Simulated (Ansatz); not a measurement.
A generator proposed this cell of InGa3As4.

```cif
data_structure
_symmetry_space_group_name_H-M 'P 1'
_symmetry_Int_Tables_number 1
_cell_length_a 6.8718
_cell_length_b 6.8718
_cell_length_c 6.8718
_cell_angle_alpha 131.810
_cell_angle_beta 131.810
_cell_angle_gamma 70.529
_cell_volume 176.64
loop_
_atom_site_label
_atom_site_type_symbol
_atom_site_fract_x
_atom_site_fract_y
_atom_site_fract_z
_atom_site_occupancy
In1 In 0.50000 0.50000 0.00000 1
Ga1 Ga 0.00000 0.00000 0.00000 1
Ga2 Ga 0.25000 0.75000 0.50000 1
Ga3 Ga 0.75000 0.25000 0.50000 1
As1 As 0.62500 0.62500 0.50000 1
As2 As 0.12500 0.12500 0.50000 1
As3 As 0.87500 0.37500 0.00000 1
As4 As 0.37500 0.87500 0.00000 1
```

These are results of Ansatz 0.2.0, DFT PBE, scalar-relativistic, plane waves, PAW, not measurements. Settings: cutoff 420 eV, Γ-centred mesh 4×4×4 on the computed 8-atom cell, Gaussian smearing of 0.10 eV; no spin polarisation.

Energies over the elements count from the elements' standard structures at the same level, with no fitted energy shifts.

Q: What does a single point on this coarse mesh give?

A: The pressure is 10.8 GPa (the mean over three directions, positive in compression), the largest force is 1.81 eV/Å, and the energy is −0.18 eV/atom against the elements. The shortest distance is 2.43 Å.

Q: Is it a good guess?

A: A fair one: relaxing gains about 0.13 eV/atom (the start's value is from the coarse mesh, so the gain is rough) in 8 ionic steps and ends at −0.31 eV/atom on the finer mesh. The symmetry stays I-42m (No. 121). The volume per atom grows by 13.6 %, from 22.1 to 25.1 Å³. The shortest distance goes from 2.43 Å (Ga–As and In–As) to 2.49 Å (Ga–As). Conventional cell: a = 5.858 Å, c = 11.695 Å. In is surrounded by 4 As at 2.65 Å; around Ga on a site of symmetry -42m lie 4 As at 2.49 Å; As is surrounded by 3 Ga at 2.49–2.51 Å and 1 In at 2.65 Å; 1 more site not described.

The last run used a 10×10×10 mesh for its 8-atom cell and Gaussian smearing of 0.10 eV. The reference form of As is held partly by dispersion forces, which this level lacks. The relaxation can't lower the symmetry of the start, and the grade says only how near the guess is to its own end. A structure relaxed within its symmetry needn't be a true minimum.
